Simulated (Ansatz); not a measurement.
A geometry of V away from equilibrium: step 18 of the relaxation of a relaxed V cell, doubled along one cell vector, shaken by Gaussian noise of σ = 0.08 Å a coordinate. Computed with PBE (plane waves to 420 eV, PAW, scalar-relativistic; Ansatz, an electronic-structure program). Γ-centred k-mesh 9×9×7 on the run's cell (coarser than for final values), Fermi–Dirac smearing 0.05 eV.

```
CELL_PARAMETERS angstrom
      4.27538    -0.00002     0.00027
     -2.13771     2.15467    -0.00013
      0.00030     0.00000     5.78438
ATOMIC_POSITIONS crystal
  V  0.24546 0.50944 0.13942
  V  0.24547 0.50945 0.63942
  V  0.74546 0.50944 0.88942
  V  0.74547 0.50945 0.38942
```

Q: Which atoms carry the largest force, and which way does it point?

A: No atom: all forces are below 0.005 eV/Å; only the cell is out of equilibrium.

Q: What is the pressure?

A: +2.0 GPa, compression positive.

Q: How much energy per atom can still be gained by relaxing?

A: 0.01 eV/atom; the path ends in Im-3m (No. 229) (bcc (W type)).

No spin polarisation in the result.

Of the parent cell (P6/mmm (No. 191)): it is a generated cell of V: the first start was made by placing the elements on the sites of a structure type, and the end was not matched to a known phase here, so it may be hypothetical. Known forms of V include space group No. 229.
